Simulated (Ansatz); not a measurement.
Cd (simple rhombohedral, space group No. 166) at seven volumes, LDA in the plane-wave PAW code Ansatz, shape and atoms relaxed at each. One row is withheld.

```tsv
V (Å³/atom)	P (GPa)
18.277	8.01
18.880	?
19.483	2.15
20.085	0.00
20.688	-1.76
21.290	-3.23
21.893	-4.45
```

Question: Fit the shown pressures and predict the withheld one.

Answer: P = (3/2)B₀(x^(7/2) − x^(5/2))[1 + (3/4)(B′ − 4)(x − 1)] with x = (V₀/V)^(2/3). Least squares on the six rows gives V₀ = 20.086 Å³/atom, B₀ = 65.4 GPa, B′ = 5.53. At V = 18.880, x = 1.0421 and P = 4.81 GPa. The run itself gave 4.80 GPa.

Space group R-3m (simple rhombohedral). The first step of the workflow began from a Materials Project structure, measured or hypothetical; the Crystallography Open Database copy checked does not list it. It is not the phase usual at ambient conditions (space group No. 194). The cell was relaxed with LDA under the symmetry of its start. At this level the phase is mechanically unstable.

Potentials: the later of the program's two PAW sets.
